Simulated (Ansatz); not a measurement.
Rb3NaW2O8:
```xyz
14
Lattice="6.1483 0.0000 0.0000 -3.0741 5.3246 0.0000 0.0000 0.0000 7.9022" Properties=species:S:1:pos:R:3 pbc="T T T"
Rb     0.0000     0.0000     3.9511
Rb     3.0741     1.7749     1.2479
Rb     0.0000     3.5497     6.6543
Na     0.0000     0.0000     0.0000
W      3.0741     1.7749     5.7059
W      0.0000     3.5497     2.1963
O      3.0741     3.4386     6.3534
O      0.0000     1.8860     1.5488
O      1.6333     0.9430     6.3534
O      1.4408     4.3816     1.5488
O      4.5150     0.9430     6.3534
O     -1.4408     4.3816     1.5488
O      3.0741     1.7749     3.9361
O      0.0000     3.5497     3.9661
```

The program Ansatz at the r²SCAN level (PAW) gives a gap of 5.58 eV without spin–orbit coupling, maximum at M, minimum at Γ.

Question: What happens when spin–orbit coupling is switched on?

Answer: The gap is nearly the same, to 5.58 eV; maximum at M, minimum at Γ.

Question: Give the electron effective mass with spin–orbit coupling.

Answer: 0.52, 0.52, 0.69 mₑ (principal values).

Space group P-3m1. The workflow started from a Materials Project entry (that database holds measured and hypothetical structures alike); the Crystallography Open Database copy checked does not list it. Whether it is the stable phase at ambient conditions was not checked. The cell was relaxed with r²SCAN under the symmetry of its start; whether a distortion lowers the energy is not shown. No spin polarisation was allowed. No Hubbard U is applied.

Potentials: the later of the program's two PAW sets.
